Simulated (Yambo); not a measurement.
G0W0@PBE for GaN (wurtzite, space group P6_3mc, No. 186) in Yambo. Reference settings: 6×6×2 Γ-centred k mesh, bands 9 to 215 and a 15 Ry block in the screening, 215 bands in G with the Bruneval-Gonze terminator, plasmon pole fitted at 27.2 eV. The PBE gap Γ → Γ on this mesh is 1.96 eV; G0W0 gaps are taken between the same points.

```csv
change from the reference,G0W0 gap Γ → Γ (eV),shift of the valence edge (eV)
reference settings,2.93,-0.61
"53 bands in W, 53 bands in G",___,-0.33
"119 bands in W, 119 bands in G, 12 Ry block",2.94,-0.50
exchange cut at 40 Ry,2.76,-0.36
wavefunctions cut at 30 Ry,2.81,-0.36
"82 bands in G, no terminator",2.73,-0.09
"119 bands in W, 119 bands in G, 9 Ry block",2.89,-0.43
pole fitted at 15 eV,2.89,-0.48
```

Estimate the withheld gaps from the other rows; the computed values follow.


- 53 bands in W, 53 bands in G, G0W0 gap Γ → Γ (eV): 3.05

The reference isn't shown to be the converged limit.

Spin-orbit coupling is not included.

Geometry relaxed with PBEsol; primitive cell a = b = 3.184 Å, c = 5.187 Å, α = β = 90.00°, γ = 120.00°.

A shift is the quasiparticle energy of the state minus its PBE energy.

The potentials are those of PseudoDojo's stringent table.
